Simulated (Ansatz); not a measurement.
AlRu:
```xyz
2
Lattice="3.0040 0.0000 0.0000 0.0000 3.0040 0.0000 0.0000 0.0000 3.0040" Properties=species:S:1:pos:R:3 pbc="T T T"
Al     1.5020     1.5020     1.5020
Ru     0.0000     0.0000     0.0000
```

Relaxed with PBE. Special points in fractions of this cell's reciprocal vectors: Γ (0.000, 0.000, 0.000); X (0.000, 0.500, 0.000); M (0.500, 0.500, 0.000); R (0.500, 0.500, 0.500).

Q: List the band energies nearest the Fermi level at these points for plane-wave PAW PBE (Ansatz code).

A: In eV from the Fermi level; about four levels below and three above (degenerate sets whole), none deeper than 8.9 eV; points with the same levels are listed once.

| k | below | above |
|---|---|---|
| Γ | -3.50 -3.50 | 0.18 0.18 0.18 |
| X | -5.46 -2.71 -1.57 -1.57 | 0.42 2.25 7.42 |
| M | -1.35 -1.35 -1.14 -1.14 | 1.51 5.23 6.11 |
| R | -4.56 -4.56 -4.56 | 1.60 1.60 2.51 |

Space group Pm-3m (CsCl type). Symmetry was held in the PBE relaxation. No spin polarisation was allowed. Scalar-relativistic: spin–orbit coupling is off unless named, which matters more the heavier the elements.

Potentials: the later of the program's two PAW sets.
